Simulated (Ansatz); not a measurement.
Nb₃Ru:
```xyz
4
Lattice="0.0000 3.2161 3.2161 3.2161 0.0000 3.2161 3.2161 3.2161 0.0000" Properties=species:S:1:pos:R:3 pbc="T T T"
Nb     1.6081     1.6081     1.6081
Nb     4.8242     4.8242     4.8242
Nb     3.2161     3.2161     3.2161
Ru     0.0000     0.0000     0.0000
```

Relaxed with r²SCAN. Special points in fractions of this cell's reciprocal vectors: Γ (0.000, 0.000, 0.000); X (0.500, 0.000, 0.500); U (0.625, 0.250, 0.625); K (0.375, 0.375, 0.750); L (0.500, 0.500, 0.500); W (0.500, 0.250, 0.750).

List the band energies nearest the Fermi level at these points for plane-wave PAW r²SCAN (Ansatz code).

In eV from the Fermi level; about four levels below and three above (degenerate sets whole), none deeper than 8.9 eV; points with the same levels are listed once.

```
k                                below                above
-  -----------------------------------  -------------------
Γ  -1.89 -1.89 -1.89 -0.36 -0.36 -0.36  1.05 1.05 4.06 4.06
X              -2.66 -1.59 -0.38 -0.38       0.34 0.55 0.55
U              -1.82 -1.15 -0.63 -0.53       0.26 0.55 1.17
L        -2.30 -2.30 -1.70 -1.62 -1.62  1.64 1.64 2.41 2.41
W              -1.21 -0.66 -0.64 -0.64       0.67 1.32 1.32
```

Space group Fm-3m. The first step of the workflow began from a Materials Project structure, measured or hypothetical; the Crystallography Open Database copy checked does not list it. With Nb and Ru taken as one species the cell has the higher symmetry Im-3m, so it may be an ordered model of a mixed-site phase. Whether it is the stable phase at ambient conditions was not checked. The cell was relaxed with r²SCAN under the symmetry of its start; its stability against distortions is not shown here. No spin polarisation was allowed. Scalar-relativistic: spin–orbit coupling is off unless named, which matters more the heavier the elements.

Potentials: the later of the program's two PAW sets.
